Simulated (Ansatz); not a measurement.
Relaxation of a generated cell, MnSi built in the AFLOW prototype AB_hR6_160_3a_3a (as in SiC); 6 atoms in the cell, which starts as R3m, hexagonal axes (No. 160), hR6; a = b = 3.4186 Å, c = 25.1215 Å, α = β = 90.00°, γ = 120.00°. These are PBE (plane waves to 420 eV, PAW, scalar-relativistic; Ansatz, a quantum-chemistry and plane-wave program) values and carry that method's errors. Γ-centred k-mesh 8×8×8 on the run's cell (coarser than for final values), Fermi–Dirac smearing 0.05 eV. This is the first round of the run. Spin-polarised start, with parallel moments on Mn.

The optimiser's lines from the output (shortened; P is positive under compression):

```
relax step   1: F+E_penalty+E_count = -13596.24255950 eV  Δ(F+E_penalty+E_count) = +0.000e0 eV  max|allowed force component| = 3.632e-1 eV/Å  Δτ_max = 0.0000 Å  P = +40.580 GPa  Ω = 84.753 Å³  (16 SCF iters, dr2 threshold 1.00e-7 eV, accepted)
relax step   2: F+E_penalty+E_count = -13598.44932565 eV  Δ(F+E_penalty+E_count) = -2.207e0 eV  max|allowed force component| = 2.727e-1 eV/Å  Δτ_max = 0.0152 Å  P = +18.565 GPa  Ω = 97.071 Å³  (13 SCF iters, dr2 threshold 6.00e-7 eV, accepted)
relax step   3: F+E_penalty+E_count = -13599.35637059 eV  Δ(F+E_penalty+E_count) = -9.070e-1 eV  max|allowed force component| = 2.284e-1 eV/Å  Δτ_max = 0.0270 Å  P = +5.732 GPa  Ω = 109.034 Å³  (13 SCF iters, dr2 threshold 6.00e-7 eV, accepted)
relax step   4: F+E_penalty+E_count = -13599.65342374 eV  Δ(F+E_penalty+E_count) = -2.971e-1 eV  max|allowed force component| = 3.405e-1 eV/Å  Δτ_max = 0.0605 Å  P = -0.734 GPa  Ω = 116.106 Å³  (12 SCF iters, dr2 threshold 6.00e-7 eV, accepted)
relax step   5: F+E_penalty+E_count = -13599.94459135 eV  Δ(F+E_penalty+E_count) = -2.912e-1 eV  max|allowed force component| = 5.849e-1 eV/Å  Δτ_max = 0.0854 Å  P = -3.706 GPa  Ω = 116.691 Å³  (12 SCF iters, dr2 threshold 6.00e-7 eV, accepted)
relax step   6: F+E_penalty+E_count = -13600.37271947 eV  Δ(F+E_penalty+E_count) = -4.281e-1 eV  max|allowed force component| = 8.520e-1 eV/Å  Δτ_max = 0.0974 Å  P = -6.026 GPa  Ω = 114.557 Å³  (12 SCF iters, dr2 threshold 6.00e-7 eV, accepted)
relax step   7: F+E_penalty+E_count = -13600.87275654 eV  Δ(F+E_penalty+E_count) = -5.000e-1 eV  max|allowed force component| = 9.992e-1 eV/Å  Δτ_max = 0.0967 Å  P = -8.224 GPa  Ω = 111.338 Å³  (13 SCF iters, dr2 threshold 6.00e-7 eV, accepted)
relax step   8: F+E_penalty+E_count = -13601.41802368 eV  Δ(F+E_penalty+E_count) = -5.453e-1 eV  max|allowed force component| = 1.198e0 eV/Å  Δτ_max = 0.0792 Å  P = -6.121 GPa  Ω = 104.015 Å³  (14 SCF iters, dr2 threshold 6.00e-7 eV, accepted)
relax step   9: F+E_penalty+E_count = -13601.91096658 eV  Δ(F+E_penalty+E_count) = -4.929e-1 eV  max|allowed force component| = 1.051e0 eV/Å  Δτ_max = 0.2000 Å  P = -4.974 GPa  Ω = 98.447 Å³  (13 SCF iters, dr2 threshold 6.00e-7 eV, accepted)
relax step  10: F+E_penalty+E_count = -13602.42890659 eV  Δ(F+E_penalty+E_count) = -5.179e-1 eV  max|allowed force component| = 1.085e0 eV/Å  Δτ_max = 0.2000 Å  P = -4.214 GPa  Ω = 93.347 Å³  (14 SCF iters, dr2 threshold 6.00e-7 eV, accepted)
relax step  11: F+E_penalty+E_count = -13602.71770343 eV  Δ(F+E_penalty+E_count) = -2.888e-1 eV  max|allowed force component| = 1.724e0 eV/Å  Δτ_max = 0.1950 Å  P = +2.916 GPa  Ω = 85.842 Å³  (14 SCF iters, dr2 threshold 6.00e-7 eV, accepted)
relax step  12: F+E_penalty+E_count = -13603.28765869 eV  Δ(F+E_penalty+E_count) = -5.700e-1 eV  max|allowed force component| = 1.585e0 eV/Å  Δτ_max = 0.2000 Å  P = +6.611 GPa  Ω = 82.258 Å³  (13 SCF iters, dr2 threshold 6.00e-7 eV, accepted)
relax step  13: F+E_penalty+E_count = -13603.84522552 eV  Δ(F+E_penalty+E_count) = -5.576e-1 eV  max|allowed force component| = 1.234e0 eV/Å  Δτ_max = 0.1949 Å  P = +0.413 GPa  Ω = 83.811 Å³  (13 SCF iters, dr2 threshold 6.00e-7 eV, accepted)
relax step  14: F+E_penalty+E_count = -13604.17463801 eV  Δ(F+E_penalty+E_count) = -3.294e-1 eV  max|allowed force component| = 4.566e-1 eV/Å  Δτ_max = 0.2000 Å  P = +0.388 GPa  Ω = 81.313 Å³  (13 SCF iters, dr2 threshold 6.00e-7 eV, accepted)
relax step  15: F+E_penalty+E_count = -13604.20859664 eV  Δ(F+E_penalty+E_count) = -3.396e-2 eV  max|allowed force component| = 1.430e-1 eV/Å  Δτ_max = 0.1114 Å  P = +0.638 GPa  Ω = 80.338 Å³  (13 SCF iters, dr2 threshold 6.00e-7 eV, accepted)
relax step  16: F+E_penalty+E_count = -13604.21674492 eV  Δ(F+E_penalty+E_count) = -8.148e-3 eV  max|allowed force component| = 2.168e-1 eV/Å  Δτ_max = 0.0907 Å  P = +0.387 GPa  Ω = 80.212 Å³  (12 SCF iters, dr2 threshold 6.00e-7 eV, accepted)
relax step  17: F+E_penalty+E_count = -13604.22009815 eV  Δ(F+E_penalty+E_count) = -3.353e-3 eV  max|allowed force component| = 6.613e-2 eV/Å  Δτ_max = 0.0418 Å  P = -0.480 GPa  Ω = 80.823 Å³  (11 SCF iters, dr2 threshold 6.00e-7 eV, accepted)
relax step  18: F+E_penalty+E_count = -13604.22115618 eV  Δ(F+E_penalty+E_count) = -1.058e-3 eV  max|allowed force component| = 1.362e-2 eV/Å  Δτ_max = 0.0112 Å  P = +0.260 GPa  Ω = 80.390 Å³  (11 SCF iters, dr2 threshold 6.00e-7 eV, accepted)
relax step  19: F+E_penalty+E_count = -13604.22113556 eV  Δ(F+E_penalty+E_count) = +2.062e-5 eV  max|allowed force component| = 7.398e-3 eV/Å  Δτ_max = 0.0026 Å  P = -0.022 GPa  Ω = 80.540 Å³  (10 SCF iters, dr2 threshold 1.90e-7 eV, accepted)
relax step  20: F+E_penalty+E_count = -13604.22114506 eV  Δ(F+E_penalty+E_count) = -9.499e-6 eV  max|allowed force component| = 2.692e-3 eV/Å  Δτ_max = 0.0008 Å  P = +0.002 GPa  Ω = 80.533 Å³  (11 SCF iters, dr2 threshold 2.90e-9 eV, accepted)
relax step  21: F+E_penalty+E_count = -13604.26406822 eV  Δ(F+E_penalty+E_count) = -4.292e-2 eV  max|allowed force component| = 7.571e-3 eV/Å  Δτ_max = 0.0000 Å  P = +0.745 GPa  Ω = 80.533 Å³  stress off target by 1.18e0 GPa  SCF on the basis re-selected at this cell (its energy is not comparable with the rows above)  (17 SCF iters)
relax step  22: F+E_penalty+E_count = -13604.26720288 eV  Δ(F+E_penalty+E_count) = -3.135e-3 eV  max|allowed force component| = 3.089e-2 eV/Å  Δτ_max = 0.0121 Å  P = +0.124 GPa  Ω = 80.916 Å³  (10 SCF iters, dr2 threshold 6.00e-7 eV, accepted)
relax step  23: F+E_penalty+E_count = -13604.26722954 eV  Δ(F+E_penalty+E_count) = -2.667e-5 eV  max|allowed force component| = 1.197e-2 eV/Å  Δτ_max = 0.0041 Å  P = -0.016 GPa  Ω = 80.999 Å³  (11 SCF iters, dr2 threshold 6.25e-8 eV, accepted)
relax step  24: F+E_penalty+E_count = -13604.26724933 eV  Δ(F+E_penalty+E_count) = -1.979e-5 eV  max|allowed force component| = 6.404e-4 eV/Å  Δτ_max = 0.0010 Å  P = +0.002 GPa  Ω = 80.988 Å³  (9 SCF iters, dr2 threshold 8.95e-9 eV, accepted)
relax step  25: F+E_penalty+E_count = -13604.26758602 eV  Δ(F+E_penalty+E_count) = -3.367e-4 eV  max|allowed force component| = 6.059e-4 eV/Å  Δτ_max = 0.0000 Å  P = +0.004 GPa  Ω = 80.988 Å³  stress off target by 5.95e-3 GPa  SCF on the basis re-selected at this cell (its energy is not comparable with the rows above)  (13 SCF iters)
```

From the first to the last row the energy changes by -1.34 eV/atom and the volume by -4.4 %. The last row is marked as not comparable with the walk above it, whose basis was carried along; it does compare with step 1, since both stand on a basis selected at the nominal cutoff for their own cell.

Energy and pressure jump between steps 20 and 21 at one geometry, where the plane-wave basis was selected anew. While the cell walks, the set of plane waves is carried along, so its effective cutoff drifts with the strain; re-selecting it at 420 eV moved the energy by -0.007 eV/atom and the pressure by 0.7 GPa. Only step 1 and rows on a re-selected basis compare with each other.

Later rounds, restarted from the end of this one on a renewed k-mesh, logged 10 more steps and released under 0.01 eV/atom more. The final structure after all rounds: R3m, hexagonal axes (No. 160), hR6; a = b = 3.884 Å, c = 18.602 Å, α = β = 90.00°, γ = 120.00°. Between re-selections the logged energies stand on a plane-wave basis carried along with the cell. Spin state reached: ferromagnetic (net 0.77 μB/atom), from parallel starting moments; other spin orders were not run from this start.

The run could not lose the symmetry of its start: the end is stationary, and may be a saddle point rather than a minimum.

The relaxed structure here is a generated cell of MnSi: the first start was made by placing the elements on the sites of a structure type, and the end was not matched to a known phase here, so it may be hypothetical. Known forms of MnSi include space group No. 198.
